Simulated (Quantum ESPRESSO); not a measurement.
# Mo2W2ZrSn2Al: one run as intended and one with a planted mistake

Simulated, not a measurement. The program is pw.x of Quantum ESPRESSO 7.5 (plane-wave density functional theory). The cell is made up: eight metal atoms on a hexagonal close-packed lattice, with elements, volume, strain and displacements drawn at random and not relaxed, so it may be unstable or far from any real phase. PseudoDojo standard norm-conserving files set the functional (PBE unless stated); there is no spin polarisation or spin-orbit coupling, the Fermi-Dirac width of 0.25 eV means electrons at about 2900 K, and the masses in the input are unused placeholders. The tin pseudopotential is less sure than most, with forces differing by about three percent from a second method on plain tin. Heavy elements are run without spin-orbit coupling, which real alloys of them have. A spin test at this wide smearing found no moment, but such smearing suppresses magnetism that the real alloy may have.

Intended input:

```
&control calculation='scf', pseudo_dir='./dojo.nc.sr.pbe.v0_5.standard.upf', outdir='./o', disk_io='minimal', tprnfor=.true., tstress=.true. /
&system ibrav=0, nat=8, ntyp=5, nbnd=64, ecutwfc=79.96652505, nosym=.true., tot_charge=0,
 occupations='smearing', smearing='fd', degauss=0.0183746611
/
&electrons conv_thr=1.470e-08, electron_maxstep=70, mixing_beta=0.5 /
ATOMIC_SPECIES
Al 1.0 Al.upf
Mo 1.0 Mo.upf
Sn 1.0 Sn.upf
W 1.0 W.upf
Zr 1.0 Zr.upf
CELL_PARAMETERS angstrom
2.933 -0.0083 0.0108
-0.0144 5.1315 0.0552
0.036 0.1061 9.9371
ATOMIC_POSITIONS angstrom
Mo 0.0636 0.0109 -0.0234
W 0.0385 0.0442 4.9937
Zr -0.0855 1.6146 2.4952
Sn 0.0088 1.923 7.4913
Al 1.3764 2.6098 -0.0175
W 1.4627 2.6173 4.9751
Mo 1.5148 4.3475 2.5377
Sn 1.4029 4.3383 7.5332
K_POINTS automatic
8 5 3 1 1 1
```

The log is shortened where brackets say so; the opening notice, blank lines, dates and the lines on written files are dropped, and the path of the files is cut. It prints rydbergs, bohrs and kilobars, and counts compression as positive stress. Its total energy is the free energy E - TS of the whole cell.

Log of the intended run:

```
     Program PWSCF v.7.5
     Parallel version (MPI & OpenMP), running on       4 processor cores
     Number of MPI processes:                 4
     Threads/MPI process:                     1
     [start-up lines left out]
     bravais-lattice index     =            0
     lattice parameter (alat)  =       5.5426  a.u.
     unit-cell volume          =    1009.1447 (a.u.)^3
     number of atoms/cell      =            8
     number of atomic types    =            5
     number of electrons       =        99.00
     number of Kohn-Sham states=           64
     kinetic-energy cutoff     =      79.9665  Ry
     charge density cutoff     =     319.8661  Ry
     scf convergence threshold =      1.5E-08
     mixing beta               =       0.5000
     number of iterations used =            8  plain     mixing
     Exchange-correlation= PBE
                           (   1   4   3   4   0   0   0)
     [axes and pseudopotential details left out]
   Cartesian axes
     site n.     atom                  positions (alat units)
         1        Mo     tau(   1) = (   0.0216840   0.0037163  -0.0079781  )
         2        W      tau(   2) = (   0.0131264   0.0150697   1.7025728  )
         3        Zr     tau(   3) = (  -0.0291507   0.5504884   0.8507239  )
         4        Sn     tau(   4) = (   0.0030003   0.6556356   2.5541150  )
         5        Al     tau(   5) = (   0.4692755   0.8897961  -0.0059665  )
         6        W      tau(   6) = (   0.4986990   0.8923531   1.6962313  )
         7        Mo     tau(   7) = (   0.5164622   1.4822547   0.8652140  )
         8        Sn     tau(   8) = (   0.4783106   1.4791180   2.5684005  )
     number of k points=    60  Fermi-Dirac smearing, width (Ry)=  0.0184
                       cart. coord. in units 2pi/alat
        k(    1) = (   0.0624834   0.0568125   0.0483603), wk =   0.0333333
        k(    2) = (   0.0632140   0.0589315  -0.1484381), wk =   0.0333333
     [further k points left out]
     Dense  grid:    97511 G-vectors     FFT dimensions: (  32,  60, 108)
     Estimated max dynamical RAM per process >     354.82 MB
     Estimated total dynamical RAM >       1.32 GB
     Initial potential from superposition of free atoms
     starting charge      98.9882, renormalised to      99.0000
     Starting wfcs are   72 randomized atomic wfcs
     total cpu time spent up to now is        4.7 secs
     per-process dynamical memory:   281.1 Mb
     Self-consistent Calculation
     iteration #  1     ecut=    79.97 Ry     beta= 0.50
     Davidson diagonalization with overlap
     ethr =  1.00E-02,  avg # of iterations =  2.3
     total cpu time spent up to now is       13.9 secs
     total energy              =   -1003.58644440 Ry
     estimated scf accuracy    <       2.96287076 Ry
     iteration #  2     ecut=    79.97 Ry     beta= 0.50
     Davidson diagonalization with overlap
     ethr =  2.99E-03,  avg # of iterations =  6.5
     total cpu time spent up to now is       26.9 secs
     total energy              =    -999.31887951 Ry
     estimated scf accuracy    <     122.07548341 Ry
     [iterations 3 to 16 left out]
     iteration # 17     ecut=    79.97 Ry     beta= 0.50
     Davidson diagonalization with overlap
     ethr =  2.16E-10,  avg # of iterations =  3.2
     total cpu time spent up to now is      167.5 secs
     total energy              =   -1005.38905699 Ry
     estimated scf accuracy    <       0.00000379 Ry
     iteration # 18     ecut=    79.97 Ry     beta= 0.50
     Davidson diagonalization with overlap
     ethr =  2.16E-10,  avg # of iterations =  2.1
     total cpu time spent up to now is      175.9 secs
     End of self-consistent calculation
     [lines on levels left out]
!    total energy              =   -1005.38905715 Ry
     estimated scf accuracy    <          3.7E-09 Ry
     smearing contrib. (-TS)   =      -0.11622866 Ry
     internal energy E=F+TS    =   -1005.27282850 Ry
     The total energy is F=E-TS. E is the sum of the following terms:
     one-electron contribution =    -263.27832293 Ry
     hartree contribution      =     188.31689550 Ry
     xc contribution           =    -217.89484086 Ry
     ewald contribution        =    -712.41656021 Ry
     convergence has been achieved in  18 iterations
     Forces acting on atoms (cartesian axes, Ry/au):
     atom    1 type  2   force =    -0.00612656    0.00483439   -0.00048544
     atom    2 type  4   force =     0.00009108   -0.00016459   -0.01454593
     atom    3 type  5   force =    -0.00294151    0.04408896   -0.01339471
     atom    4 type  3   force =    -0.00547048   -0.07077148   -0.02742446
     atom    5 type  1   force =     0.00629407    0.00001122    0.06153672
     atom    6 type  4   force =     0.00088377    0.00890319    0.00529080
     atom    7 type  2   force =    -0.00506098   -0.05043641    0.00109288
     atom    8 type  3   force =     0.01233061    0.06353472   -0.01206987
     Total force =     0.137966     Total SCF correction =     0.000134
     Computing stress (Cartesian axis) and pressure
          total   stress  (Ry/bohr**3)                   (kbar)     P=      -12.46
   0.00017280  -0.00004591  -0.00002175           25.42       -6.75       -3.20
  -0.00004591  -0.00001357   0.00001956           -6.75       -2.00        2.88
  -0.00002175   0.00001956  -0.00041336           -3.20        2.88      -60.81
     init_run     :      4.38s CPU      4.51s WALL (       1 calls)
     electrons    :    170.82s CPU    171.25s WALL (       1 calls)
     forces       :      1.54s CPU      1.55s WALL (       1 calls)
     stress       :      5.38s CPU      5.49s WALL (       1 calls)
     [timing details left out]
     PWSCF        :   3m 2.33s CPU   3m 3.04s WALL
     JOB DONE.
```

A second run has one planted mistake: one atom is of a wrong element. The input lines that differ:

```
- &system ibrav=0, nat=8, ntyp=5, nbnd=64, ecutwfc=79.96652505, nosym=.true., tot_charge=0,
+ &system ibrav=0, nat=8, ntyp=6, nbnd=63, ecutwfc=79.96652505, nosym=.true., tot_charge=0,
+ Ga 1.0 Ga.upf
- W 0.0385 0.0442 4.9937
+ Ga 0.0385 0.0442 4.9937
```

Its log:

```
     Program PWSCF v.7.5
     Parallel version (MPI & OpenMP), running on       4 processor cores
     Number of MPI processes:                 4
     Threads/MPI process:                     1
     [start-up lines left out]
     bravais-lattice index     =            0
     lattice parameter (alat)  =       5.5426  a.u.
     unit-cell volume          =    1009.1447 (a.u.)^3
     number of atoms/cell      =            8
     number of atomic types    =            6
     number of electrons       =        98.00
     number of Kohn-Sham states=           63
     kinetic-energy cutoff     =      79.9665  Ry
     charge density cutoff     =     319.8661  Ry
     scf convergence threshold =      1.5E-08
     mixing beta               =       0.5000
     number of iterations used =            8  plain     mixing
     Exchange-correlation= PBE
                           (   1   4   3   4   0   0   0)
     [axes and pseudopotential details left out]
   Cartesian axes
     site n.     atom                  positions (alat units)
         1        Mo     tau(   1) = (   0.0216840   0.0037163  -0.0079781  )
         2        Ga     tau(   2) = (   0.0131264   0.0150697   1.7025728  )
         3        Zr     tau(   3) = (  -0.0291507   0.5504884   0.8507239  )
         4        Sn     tau(   4) = (   0.0030003   0.6556356   2.5541150  )
         5        Al     tau(   5) = (   0.4692755   0.8897961  -0.0059665  )
         6        W      tau(   6) = (   0.4986990   0.8923531   1.6962313  )
         7        Mo     tau(   7) = (   0.5164622   1.4822547   0.8652140  )
         8        Sn     tau(   8) = (   0.4783106   1.4791180   2.5684005  )
     number of k points=    60  Fermi-Dirac smearing, width (Ry)=  0.0184
                       cart. coord. in units 2pi/alat
        k(    1) = (   0.0624834   0.0568125   0.0483603), wk =   0.0333333
        k(    2) = (   0.0632140   0.0589315  -0.1484381), wk =   0.0333333
     [further k points left out]
     Dense  grid:    97511 G-vectors     FFT dimensions: (  32,  60, 108)
     Estimated max dynamical RAM per process >     354.88 MB
     Estimated total dynamical RAM >       1.32 GB
     Initial potential from superposition of free atoms
     starting charge      97.9861, renormalised to      98.0000
     Starting wfcs are   71 randomized atomic wfcs
     total cpu time spent up to now is        4.6 secs
     per-process dynamical memory:   277.8 Mb
     Self-consistent Calculation
     iteration #  1     ecut=    79.97 Ry     beta= 0.50
     Davidson diagonalization with overlap
     ethr =  1.00E-02,  avg # of iterations =  2.7
     total cpu time spent up to now is       13.5 secs
     total energy              =   -1005.15847318 Ry
     estimated scf accuracy    <       2.52714824 Ry
     iteration #  2     ecut=    79.97 Ry     beta= 0.50
     Davidson diagonalization with overlap
     ethr =  2.58E-03,  avg # of iterations =  6.2
     total cpu time spent up to now is       24.9 secs
     total energy              =   -1002.23653354 Ry
     estimated scf accuracy    <      80.21746345 Ry
     [iterations 3 to 16 left out]
     iteration # 17     ecut=    79.97 Ry     beta= 0.50
     Davidson diagonalization with overlap
     ethr =  3.70E-11,  avg # of iterations =  1.5
     total cpu time spent up to now is      154.6 secs
     total energy              =   -1006.66059926 Ry
     estimated scf accuracy    <       0.00000002 Ry
     iteration # 18     ecut=    79.97 Ry     beta= 0.50
     Davidson diagonalization with overlap
     ethr =  2.18E-11,  avg # of iterations =  1.0
     total cpu time spent up to now is      161.5 secs
     End of self-consistent calculation
     [lines on levels left out]
!    total energy              =   -1006.66059926 Ry
     estimated scf accuracy    <          3.6E-10 Ry
     smearing contrib. (-TS)   =      -0.10649372 Ry
     internal energy E=F+TS    =   -1006.55410554 Ry
     The total energy is F=E-TS. E is the sum of the following terms:
     one-electron contribution =    -285.19771038 Ry
     hartree contribution      =     205.96113701 Ry
     xc contribution           =    -226.74954307 Ry
     ewald contribution        =    -700.56798910 Ry
     convergence has been achieved in  18 iterations
     Forces acting on atoms (cartesian axes, Ry/au):
     atom    1 type  3   force =    -0.00727303    0.00548754    0.00559412
     atom    2 type  2   force =    -0.00099011   -0.00793736   -0.05630154
     atom    3 type  6   force =     0.00253684    0.04338132   -0.00903635
     atom    4 type  4   force =    -0.00623076   -0.06319624   -0.01762682
     atom    5 type  1   force =     0.00667485   -0.00042099    0.05949901
     atom    6 type  5   force =     0.00042331    0.01533905    0.00548690
     atom    7 type  3   force =    -0.00612468   -0.04958281    0.00070776
     atom    8 type  4   force =     0.01098358    0.05692948    0.01167690
     Total force =     0.139665     Total SCF correction =     0.000059
     Computing stress (Cartesian axis) and pressure
          total   stress  (Ry/bohr**3)                   (kbar)     P=        6.55
   0.00033019  -0.00000784  -0.00004979           48.57       -1.15       -7.32
  -0.00000784   0.00012392   0.00001182           -1.15       18.23        1.74
  -0.00004979   0.00001182  -0.00032047           -7.32        1.74      -47.14
     init_run     :      4.35s CPU      4.47s WALL (       1 calls)
     electrons    :    156.59s CPU    156.91s WALL (       1 calls)
     forces       :      1.40s CPU      1.41s WALL (       1 calls)
     stress       :      4.81s CPU      4.81s WALL (       1 calls)
     [timing details left out]
     PWSCF        :   2m47.35s CPU   2m47.82s WALL
     JOB DONE.
```

|  | intended run | run with the mistake |
| --- | --- | --- |
| free energy (eV) | -13679.015 | -13696.315 |
| entropy term -TS, part of it (eV) | -1.581 | -1.449 |
| pressure (GPa) | -1.25 | 0.66 |
| size of the largest force component (eV/Å) | 1.820 | 1.625 |
| largest change of a force component (eV/Å) |  | 1.074 |
| iterations | 18 | 18 |

For scale, a rerun of the intended cell at a higher cutoff and on a denser mesh moved values by no more than 0.005 eV in energy, 0.08 GPa in stress and 0.012 eV/Å in force, and a second program with other atomic files agreed on that cell to 2 % rms in force and 0.5 GPa in pressure. Files of another functional or element have another zero of energy, so the energy change says nothing on stability. The number of bands, nbnd, was set by rule from the electron count, so it follows the mistake.